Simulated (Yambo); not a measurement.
```
CsH
1.0
    3.81841     0.00000     0.00000
    0.00000     3.81841     0.00000
    0.00000     0.00000     3.81841
H Cs
1 1
Direct
  0.50000   0.50000   0.50000
  0.00000   0.00000   0.00000
```

CsH (CsCl type, space group Pm-3m, No. 221): mean Im ε in 1 eV windows above the direct gap of 4.51 eV, for different electron-hole kernels (Yambo, broadening 0.15 eV, norm-conserving PBEsol (Quantum ESPRESSO, 72 Ry, with spin-orbit coupling) bands; 6×6×6 mesh, 2 valence and 12 conduction bands, static screening with 48 bands and a 4 Ry block, scissor 1.93 eV, Tamm-Dancoff; field along x).

```
window (eV)  independent quasiparticles  RPA (no attraction)  BSE
-----------  --------------------------  -------------------  ---
4.5 to 5.5                          1.5                  1.0  5.2
5.5 to 6.5                          3.8                  2.8  2.7
6.5 to 7.5                          3.5                  3.3  1.7
7.5 to 8.5                          2.1                  2.1  1.5
8.5 to 9.5                          2.0                  2.3  0.7
9.5 to 10.5                         1.2                  1.9  0.3
```

This run doesn't resolve bound excitons or single peaks, so only averages are given, and they too depend on the mesh; weight that the attraction moves below the gap isn't listed. All transitions below 11.56 eV are in the band window. The scissor comes from a G0W0 run whose convergence isn't established.

Geometry of the Materials Project entry, not relaxed at this level.

The structure is a Materials Project entry; no match was found in the copy of COD used, and its stability was not checked.
